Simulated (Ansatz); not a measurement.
Property card for Al

Al in space group Fd-3m (No. 227; Al on 8a, Al on 16d), a = b = c = 7.3775 Å, α = β = γ = 90.00°; the cell used has 6 atoms.

Space group Fd-3m (No. 227); conventional cell a = 7.378 Å, b = 7.378 Å, c = 7.378 Å, α = 90.00°, β = 90.00°, γ = 90.00°.

Method: plane-wave PAW r²SCAN (Ansatz code). The cell and atoms are relaxed at this level. Other levels are named where they apply.

**Cell and energy**

- Volume per atom: 16.73 Å³
- Density: 2.68 g/cm³

**Electronic structure**

* **Electronic character**: metallic (no gap)
* **Density of states at the Fermi level**: 0.41 states/eV per atom (mean over ±0.08 eV)

**Mechanics**

Bulk modulus (Birch–Murnaghan fit): 793 kbar
Pressure derivative B′: 4.7
Elastic constants (relaxed ions, GPa): C11 = 108, C12 = 65.5, C44 = 40.2
Mechanical stability: stable (all eigenvalues of C positive)
Hill bulk and shear moduli: 79.8 and 31.3 GPa
Young's modulus: 83.0 GPa
Poisson's ratio: 0.33
Debye temperature from the elastic constants: 446 K

The start of the workflow was typed in or built on a structure type; neither database checked (COD, Materials Project) lists it. It is not the phase usual at ambient conditions (space group No. 225). The cell was relaxed with r²SCAN under the symmetry of its start; its stability against distortions is not shown here. As this level gives no gap, shear constants depend on the k-mesh and smearing (Fermi–Dirac, 0.1 eV here).

Potentials: the later of the program's two PAW sets.
